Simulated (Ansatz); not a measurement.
CdSe (wurtzite)

```yaml
crystal:
  lattice:
    - [4.38279, 0.00000, 0.00000]
    - [-2.19140, 3.79561, 0.00000]
    - [0.00000, 0.00000, 7.15602]
  atoms:
    - { symbol: Cd, position: [0.66667, 0.33333, 0.00043] }
    - { symbol: Cd, position: [0.33333, 0.66667, 0.50043] }
    - { symbol: Se, position: [0.66667, 0.33333, 0.62477] }
    - { symbol: Se, position: [0.33333, 0.66667, 0.12477] }
```

Grid over V/V₀ and (c/a)/(c/a)₀, subscript 0 meaning the relaxed cell; the conventional c axis lies along z; no internal relaxation.

All values below come from PBE (plane waves to 420 eV, PAW, scalar-relativistic; Ansatz, a first-principles code). k mesh 9×9×5 (Γ-centred), Fermi-Dirac smearing 0.05 eV. E stands for the smeared free energy. As the atoms are clamped, bonds stretch with the cell, which overstates energies and stresses. CdSe was relaxed with its symmetry unable to fall.

Changes of ΔE (meV/atom) from the point V/V₀ = 1.000, (c/a)/(c/a)₀ = 1.000 when one coordinate moves alone (two changes are said to add if the coupling is within 5 % of the smaller one, nearly so within 20 %):

```
point                               change
----------------------------------  ------
V/V₀ = 1.000, (c/a)/(c/a)₀ = 0.880   88.94
V/V₀ = 1.000, (c/a)/(c/a)₀ = 0.940   19.24
V/V₀ = 0.960, (c/a)/(c/a)₀ = 1.000    7.10
V/V₀ = 0.980, (c/a)/(c/a)₀ = 1.000    1.69
V/V₀ = 1.020, (c/a)/(c/a)₀ = 1.000    1.62
V/V₀ = 1.040, (c/a)/(c/a)₀ = 1.000    6.19
V/V₀ = 1.000, (c/a)/(c/a)₀ = 1.060   14.90
V/V₀ = 1.000, (c/a)/(c/a)₀ = 1.120   53.11
```

Q: Do the two effects add at V/V₀ = 1.040, (c/a)/(c/a)₀ = 1.120? Give the computed change.

A: The sum of the single changes is 6.19 + (53.11) = 59.30; the calculation gives 52.80, so the coupling contributes -6.50 (over 20 % of the smaller single change, not additive).

Q: What is the change at V/V₀ = 0.980, (c/a)/(c/a)₀ = 0.880, where both move, and how far is it from the sum?

A: The sum of the single changes is 1.69 + (88.94) = 90.63; the calculation gives 96.23, so the coupling contributes 5.60 (over 20 % of the smaller single change, not additive).

Q: What is the change at V/V₀ = 1.020, (c/a)/(c/a)₀ = 0.940, where both move, and how far is it from the sum?

A: The sum of the single changes is 1.62 + (19.24) = 20.86; the calculation gives 19.68, so the coupling contributes -1.18 (over 20 % of the smaller single change, not additive).

(Under strain, the slope of the energy per volume gives the stress and its curvature an elastic modulus.)
